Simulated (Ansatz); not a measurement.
CeTaN3:
```xyz
10
Lattice="2.8265 1.6319 4.6475 -2.8265 1.6319 4.6475 0.0000 -3.2638 4.6475" Properties=species:S:1:pos:R:3 pbc="T T T"
Ce     0.0000     0.0000     7.3325
Ce     0.0000     0.0000     0.3612
Ta     0.0000     0.0000    11.0058
Ta     0.0000     0.0000     4.0345
N      2.3034    -0.0528     7.7447
N     -1.1060     2.0212     7.7447
N     -1.1974    -1.9684     7.7447
N     -1.6291    -0.3365     5.4210
N      0.5231     1.5791     5.4210
N      1.1060    -1.2426     5.4210
```

Relaxed with r²SCAN. Special points in fractions of this cell's reciprocal vectors: Γ (0.000, 0.000, 0.000); T (0.500, 0.500, 0.500); H2 (0.751, 0.249, 0.500); H0 (0.500, -0.249, 0.249); L (0.500, 0.000, 0.000); S0 (0.374, -0.374, 0.000); S2 (0.626, 0.000, 0.374); F (0.500, 0.000, 0.500).

Question: List the band energies nearest the valence-band maximum at these points for the program Ansatz at the r²SCAN level (PAW).

Answer: In eV from the valence-band maximum; about four levels below and three above (degenerate sets whole), none deeper than 8.9 eV; points with the same levels are listed once.

```
k                                 below                          above
--  -----------------------------------  -----------------------------
Γ               -0.94 -0.41 -0.41 -0.28                 1.22 1.25 1.25
T   -1.04 -1.04 -1.04 -1.04 -0.99 -0.99  1.32 1.32 1.36 1.36 1.36 1.36
H2              -0.66 -0.66 -0.38 -0.38            1.24 1.24 1.35 1.35
L               -0.82 -0.82 -0.10 -0.10            1.23 1.23 1.30 1.30
S0              -0.91 -0.73 -0.22 -0.09                 1.17 1.27 1.32
F               -0.97 -0.69 -0.17 -0.05                 1.19 1.24 1.30
```

Space group R3c. The start of the workflow was typed in or built on a structure type; neither database checked (COD, Materials Project) lists it. Its standing as an ambient phase is unchecked. The cell was relaxed with r²SCAN under the symmetry of its start; whether a distortion lowers the energy is not shown. The workflow began spin-polarised and lost its moments. The 4f shell is in the valence. No Hubbard U is applied. Spin–orbit coupling is left out wherever it is not named.

Potentials: the earlier of the program's two PAW sets. The files were generated under PBE; for other functionals the program regenerates the frozen cores, and for LDA and PBEsol the local potential too.
